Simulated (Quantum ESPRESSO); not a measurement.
## Calculated data, MgZr2Al2In2W (simulated cell), NbAl4Ir2Au (simulated cell)

Computed with Quantum ESPRESSO 7.5. Calculation on a made-up metal alloy cell, not a measurement, with one named mistake planted (healthy values lack it): no spin or spin-orbit, unrelaxed, 2900 K smearing, stress positive in tension, cell energy less the intended atoms' offsets; periodic Kohn-Sham density functional theory in plane waves with PseudoDojo standard norm-conserving scalar-relativistic pseudopotentials, each functional with its own files (v0.5 for PBE, v0.4.1 for LDA and PBEsol), eight atoms on drawn sites of a strained close-packed or body-centred lattice, each displaced and held fixed; the energy is the cell's free energy, ions and the entropy term -TS included, at the stated Fermi-Dirac width, less a fixed offset for each atom's element (shifted free energy); compositions with an open d shell lost a parallel starting moment in a cheaper test run, and other magnetic orders were not tried; an error bar is the largest change of its kind in a tighter rerun, never given below 0.002 eV, 0.02 GPa or 0.003 eV/angstrom, and covers cutoff and k-mesh only, not smearing or the files.

Common to all runs: intended functional pbe; fermi dirac smearing 0.25 eV; intended electrons removed 0; run command mpirun -np 4 pw.x -nk 4 -in in; run processor AMD EPYC, Zen 5, virtual cores; structure shown the intended cell.

Notes on all entries: heavy elements are run without spin-orbit coupling, which real alloys of them have; a spin test at this wide smearing found no moment, but such smearing suppresses magnetism that the real alloy may have; lattice, volume and sites are drawn at random and may be unstable or far from any real phase; energies are for the whole cell, less offsets fitted to these runs, so they are not formation energies.

```yaml
- entry: 1
  formula: MgZr2Al2In2W
  kind: "simulated cell"
  structure:
    cell_angstrom:
      - [-2.1639, -4.4389, -2.1733]
      - [-4.5104, 2.286, 2.223]
      - [-0.0327, 4.5032, -4.4425]
    atoms_fractional:
      - [Al, -0.0145, -0.01864, 0.00123]
      - [In, -0.03375, 0.01666, 0.47617]
      - [W, -0.00839, 0.51763, 0.23985]
      - [Al, -0.03394, 0.50334, 0.6938]
      - [In, 0.52145, 0.24837, 0.41204]
      - [Zr, 0.49463, 0.25311, 0.88169]
      - [Mg, 0.46086, 0.76403, 0.10009]
      - [Zr, 0.49555, 0.78036, 0.60319]
  settings:
    lattice_type: "face-centred cubic"
    "cutoff [eV]": 1143
    "healthy_entropy_term_negative_ts [eV]": -1.442
    "healthy_pressure [GPa]": -5.51
    "healthy_stress_xx [GPa]": 2.97
    "healthy_stress_yy [GPa]": 5.82
    "healthy_stress_zz [GPa]": 7.75
    "healthy_stress_yz [GPa]": -0.81
    "healthy_stress_xz [GPa]": 1.9
    "healthy_stress_xy [GPa]": -1.11
    fault_kind: "cell scaled"
    "fault_length_scale_change [percent]": -1.53
    k_mesh: "5 x 4 x 4 shifted half a step off Gamma on each axis"
    "healthy_shifted_free_energy [eV]": 1.265
    atom_site: [1, 2, 3, 4, 5, 6, 7, 8]
    "atom_energy_offset [eV]": [-63.26, -1808.02, -2063.48, -63.26, -1808.02, -1377.61, -1616.19, -1377.61]
    healthy_force_site: [1, 2, 3, 4, 5, 6, 7, 8]
    "healthy_force_x [eV/angstrom]": [-0.038, -0.076, 0.099, -0.93, -0.586, -1.086, 0.526, 2.09]
    "healthy_force_y [eV/angstrom]": [0.364, -1.278, 0.005, 0.055, 0.371, 0.361, -0.345, 0.466]
    "healthy_force_z [eV/angstrom]": [0.029, -0.589, 0.128, -0.916, 2.359, 0.106, -0.272, -0.846]
  results:
    "faulty_entropy_term_negative_ts [eV]": -1.376
    "faulty_pressure [GPa]": -2.21
    "faulty_stress_xx [GPa]": -0.75
    "faulty_stress_yy [GPa]": 2.64
    "faulty_stress_zz [GPa]": 4.75
    "faulty_stress_yz [GPa]": -0.94
    "faulty_stress_xz [GPa]": 2.14
    "faulty_stress_xy [GPa]": -1.41
    faulty_force_site: [1, 2, 3, 4, 5, 6, 7, 8]
    "faulty_force_x [eV/angstrom]": [-0.093, -0.106, 0.131, -1.046, -0.637, -1.162, 0.561, 2.351]
    "faulty_force_y [eV/angstrom]": [0.37, -1.434, -0.094, 0.122, 0.413, 0.508, -0.399, 0.514]
    "faulty_force_z [eV/angstrom]": [0.052, -0.672, 0.183, -1.115, 2.732, 0.14, -0.308, -1.011]
    "faulty_shifted_free_energy [eV]": 1.069
  notes: ["error bars of the healthy run: energy 0.002 eV, stress 0.059 GPa, force 0.0058 eV/Å, from a tighter rerun of this or a related cell", "14 SCF iterations, 99 s of wall time on a shared machine"]
- entry: 2
  formula: NbAl4Ir2Au
  kind: "simulated cell"
  structure:
    cell_angstrom:
      - [-2.8705, 0.0211, 0.0347]
      - [0.0203, 5.0671, -4.6622]
      - [0.0935, -5.0583, -4.6529]
    atoms_fractional:
      - [Al, 0.00262, 0.00106, 0.0074]
      - [Ir, -0.01321, 0.41769, 0.07591]
      - [Al, -0.00851, 0.4988, 0.50003]
      - [Al, -0.01318, 0.92301, 0.57907]
      - [Al, 0.48963, 0.16704, 0.33696]
      - [Au, 0.48507, 0.24917, 0.74916]
      - [Nb, 0.47777, 0.66502, 0.83129]
      - [Ir, 0.50624, 0.75549, 0.24507]
  settings:
    lattice_type: "hexagonal close-packed"
    "cutoff [eV]": 1116
    "healthy_entropy_term_negative_ts [eV]": -0.938
    "healthy_pressure [GPa]": -10.75
    "healthy_stress_xx [GPa]": 3.93
    "healthy_stress_yy [GPa]": 17.46
    "healthy_stress_zz [GPa]": 10.85
    "healthy_stress_yz [GPa]": -0.38
    "healthy_stress_xz [GPa]": -1.02
    "healthy_stress_xy [GPa]": -0.66
    fault_kind: "atoms exchanged"
    fault_first_exchanged_site: 4
    fault_second_exchanged_site: 8
    k_mesh: "8 x 4 x 4 shifted half a step off Gamma on each axis"
    "healthy_shifted_free_energy [eV]": -1.268
    atom_site: [1, 2, 3, 4, 5, 6, 7, 8]
    "atom_energy_offset [eV]": [-63.26, -3133.86, -63.26, -63.26, -63.26, -4032.82, -1694.67, -3133.86]
    healthy_force_site: [1, 2, 3, 4, 5, 6, 7, 8]
    "healthy_force_x [eV/angstrom]": [0.124, -0.107, 0.131, 0.032, -0.011, 0.067, -0.333, 0.097]
    "healthy_force_y [eV/angstrom]": [-0.291, -1.233, 1.308, -0.425, 0.737, -0.059, -0.318, 0.28]
    "healthy_force_z [eV/angstrom]": [-0.022, -1.162, 0.305, 0.729, 0.353, 0.987, -0.631, -0.56]
  results:
    "faulty_entropy_term_negative_ts [eV]": -0.963
    "faulty_pressure [GPa]": -9.92
    "faulty_stress_xx [GPa]": 2.59
    "faulty_stress_yy [GPa]": 15.93
    "faulty_stress_zz [GPa]": 11.25
    "faulty_stress_yz [GPa]": 1.23
    "faulty_stress_xz [GPa]": -1.24
    "faulty_stress_xy [GPa]": -0.65
    faulty_force_site: [1, 2, 3, 4, 5, 6, 7, 8]
    "faulty_force_x [eV/angstrom]": [0.123, -0.135, 0.09, 0.127, 0.005, -0.022, -0.223, 0.035]
    "faulty_force_y [eV/angstrom]": [1.215, -1.048, 0.49, -0.014, -0.108, 0.161, 0.127, -0.823]
    "faulty_force_z [eV/angstrom]": [0.243, -1.649, -0.103, 1.803, -0.146, 0.262, -0.346, -0.065]
    "faulty_shifted_free_energy [eV]": -1.13
  notes: ["error bars of the healthy run: energy 0.0081 eV, stress 0.15 GPa, force 0.0081 eV/Å, from a tighter rerun of this or a related cell", "15 SCF iterations, 142 s of wall time on a shared machine"]
```
